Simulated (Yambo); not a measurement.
Quantum ESPRESSO input (PBEsol, PseudoDojo standard norm-conserving files, scalar-relativistic) whose wavefunctions are converted with p2y:

```
&CONTROL
  calculation = 'nscf'
  pseudo_dir = './pseudo'
  outdir = './out'
/
&SYSTEM
  ibrav = 0
  nat = 10
  ntyp = 4
  ecutwfc = 88.0
  ecutrho = 352.0
  occupations = 'fixed'
  force_symmorphic = .true.
  nbnd = 288
/
&ELECTRONS
  conv_thr = 1e-08
  diago_full_acc = .true.
  diago_thr_init = 1e-08
/
ATOMIC_SPECIES
F 18.9984 F.upf
Na 22.9898 Na.upf
Al 26.9815 Al.upf
Rb 85.4678 Rb.upf
CELL_PARAMETERS angstrom
  0.000000000000   4.224640000000   4.224640000000
  4.224640000000   0.000000000000   4.224640000000
  4.224640000000   4.224640000000   0.000000000000
ATOMIC_POSITIONS crystal
F   0.781100000000   0.218900000000   0.218900000000
F   0.218900000000   0.781100000000   0.781100000000
F   0.218900000000   0.781100000000   0.218900000000
F   0.781100000000   0.218900000000   0.781100000000
F   0.218900000000   0.218900000000   0.781100000000
F   0.781100000000   0.781100000000   0.218900000000
Na   0.500000000000   0.500000000000   0.500000000000
Al   0.000000000000   0.000000000000   0.000000000000
Rb   0.750000000000   0.750000000000   0.750000000000
Rb   0.250000000000   0.250000000000   0.250000000000
K_POINTS automatic
1 1 1 0 0 0
```

Yambo's initialisation report on symmetry, reciprocal space, the k grid and the gaps on this mesh:

```
  [02.02] Symmetries
  ==================

  Inversion symmetry    : yes
  Spatial inversion     : yes
  Inversion index       :  25
  K-space Time-reversal : no
  Magnetic symmetries   : no
  Group table correct   : yes
  Symmetries units      :  [cc]

  [02.03] Reciprocal space
  ========================

  nG shells         :   760
  nG charge         :  113443
  nG WFs            :  14211
  nC WFs            :  14211
  G-vecs. in first 76 shells:  [ Number ]
     1    9   15   27   51   59   65   89  113
    137   169   181   229   259   283   307   331   339
    387   411   459   531   537   561   609   645   701
    725   749   821   869   893   941   965  1037  1067
   1139  1211  1243  1291  1363  1411  1459  1471  1591
   1639  1687  1759  1807  1837  1893  1917  1989  2085
   2109  2133  2229  2277  2397  2421  2445  2565  2637
   2685  2733  2741  2837  2891  2975  3071  3119  3143
    3215   3287   3383   3479
  ...
  Shell energy in first 76 shells:  [ mHa ]
    0.00000      232.281      309.708      619.416      851.697      929.124      1238.83      1471.11      1548.54
    1858.25      2090.53      2477.66      2709.95      2787.37      3097.08      3329.36      3406.79      3716.50
    3948.78      4026.21      4335.91      4568.19      4955.33      5187.61      5265.04      5574.75      5807.03
    5884.45      6194.16      6426.44      6503.87      6813.58      7045.86      7432.99      7665.28      7742.70
    8052.41      8284.69      8362.12      8904.11      8981.54      9291.24      9523.52      9910.66      10142.9
    10220.4      10530.1      10762.4      10839.8      11149.5      11381.8      11459.2      11768.9      12001.2
    12388.3      12620.6      12698.0      13007.7      13240.0      13317.4      13627.2      13859.4      13936.9
    14246.6      14478.9      14866.0      15098.3      15175.7      15485.4      15717.7      15795.1      16104.8
    16337.1      16414.5      16724.2      16956.5
  ...

  [02.04] K-grid lattice
  ======================

  Compatible Grid is   : 0D
  K lattice UC volume  :  0.243750 [a.u.]

  IBZ K-points                                      :  1
  BZ  K-points                                      :  1

  K/Q-points units:
  rlu = crystal or reduced units; cc = cartesian coordinates; iku = interal k-units

  K [1]          [rlu]:  0.000000  0.000000  0.000000
         WF components:  14211

  [02.05] Energies & Occupations
  ==============================

  [X] === General ===
  [X] Electronic Temperature                        :  0.000000  0.000000 [eV K]
  [X] Bosonic    Temperature                        :  0.000000  0.000000 [eV K]
  [X] Finite Temperature mode                       : no
  [X] El. density                                   :  0.47746E+24 [cm-3]
  [X] Fermi Level                                   :  1.797732 [eV]

  [X] === Gaps and Widths ===
  [X] Conduction Band Min                           :  6.654368 [eV]
  [X] Valence Band Max                              :  0.000000 [eV]
  [X] Filled Bands                                  :   36
  [X] Empty Bands                                   :   37  288
  [X] Direct Gap                                    :  6.654368 [eV]
  [X] Direct Gap localized at k                     :  1
```
The gaps are PBEsol values on this mesh alone; only operations without fractional translations are kept.

Geometry of the Materials Project entry, not relaxed at this level.
